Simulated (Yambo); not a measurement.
G0W0@LDA for Mg2ZnP2 (space group P3m1, No. 156) in Yambo. Reference settings: 3×3×2 Γ-centred k mesh, bands 13 to 176 and a 8 Ry block in the screening, 176 bands in G with the Bruneval-Gonze terminator, plasmon pole fitted at 27.2 eV. The LDA gap Γ → K on this mesh is 1.13 eV; G0W0 gaps are taken between the same points.

The settings were changed. The gap went from 1.97 eV to 1.68 eV, and the shift of the valence edge from -0.51 eV to -0.14 eV.

Problem. Name the change that produced these shifts.
A. 3×3×1 mesh
B. 46 bands in W, 46 bands in G, 3 Ry block
C. 137 bands in W, 137 bands in G, 3 Ry block, no terminator
D. 46 bands in W, 46 bands in G, 2 Ry block

Solution. C, 137 bands in W, 137 bands in G, 3 Ry block, no terminator. The others gave (gap, valence shift): 3×3×1 mesh: 1.88, -0.42 eV; 46 bands in W, 46 bands in G, 2 Ry block: 1.74, 0.20 eV; 46 bands in W, 46 bands in G, 3 Ry block: 1.79, 0.14 eV.

Geometry of the Materials Project entry, not relaxed at this level; primitive cell a = 4.014 Å, b = 4.014 Å, c = 6.544 Å, α = 90.00°, β = 90.00°, γ = 120.00°.

The structure is a Materials Project entry; no match was found in the copy of COD used, and its stability was not checked.

A shift is the quasiparticle energy of the state minus its LDA energy.
